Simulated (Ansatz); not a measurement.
# Computed properties of K

```
K
1.0
    -2.61800    2.61800    2.61800
     2.61800   -2.61800    2.61800
     2.61800    2.61800   -2.61800
K
1
Direct
  0.00000 0.00000 0.00000
```

Structure: COD 9011006, as refined from experiment and not relaxed.

Theory: DFT, PBEsol, all-electron LAPW, scalar-relativistic (Ansatz 0.2.0).

The runs use a Γ-centred 10×10×10 k mesh, Fermi–Dirac smearing of 0.08 eV, basis error target 0.5 meV/atom, no spin polarisation.

```json
{
 "Pressure at this cell": "-0.03 GPa",
 "Volume per atom": "71.77 Å³"
}
```

Q: Density of states at the Fermi level (0.2 eV bin): what does the calculation give?

A: 0.77 states/eV per cell.

Q: Band gap: what does the calculation give?

A: none: with an odd electron count and no spin polarisation the bands can't all be full, a metal in this set-up (spin order or a larger cell could open a gap).
